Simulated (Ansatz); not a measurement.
BiB (zinc blende), relaxed with LDA (Ansatz, a quantum-chemistry and plane-wave program, plane waves, PAW): a = b = c = 5.410 Å, α = β = γ = 90.00°.

| Item | Result |
|---|---|
| gap (eV) | 0.58 |
| ΔH_f (eV/atom) | 0.80 |
| B₀ by P(V) fit (GPa) | 87.0 |
| K_Hill (GPa) | 87.1 |
| G_Hill (GPa) | 67.2 |
| highest Γ mode, no LO–TO term (cm⁻¹) | 540 |
| electron conductivity mass (mₑ) | 0.17 |
| Θ_D (K) | 328 |

**Question.** The same phase is relaxed and computed with PBE in the same code. What are the cell and these values now?

**Answer.** a = b = c = 5.521 Å, α = β = γ = 90.00°.

* **gap (eV)**: 0.16
* **ΔH_f (eV/atom)**: 0.80
* **B₀ by P(V) fit (GPa)**: 72.7
* **K_Hill (GPa)**: 73.5
* **G_Hill (GPa)**: 61.0
* **highest Γ mode, no LO–TO term (cm⁻¹)**: 516
* **electron conductivity mass (mₑ)**: 0.012
* **Θ_D (K)**: 315

Constructed cells (a structure type filled with these elements, in neither database checked): BiB, zinc blende. All cells were relaxed under the symmetry of their starts (and spin orders); stability against distortions was not tested throughout. Spin–orbit coupling is left out wherever it is not named.

Potentials: the later of the program's two PAW sets.

Ansatz is a plane-wave DFT program.

Formation energies count from the lowest solids of the elements computed at the same level, not from gases.
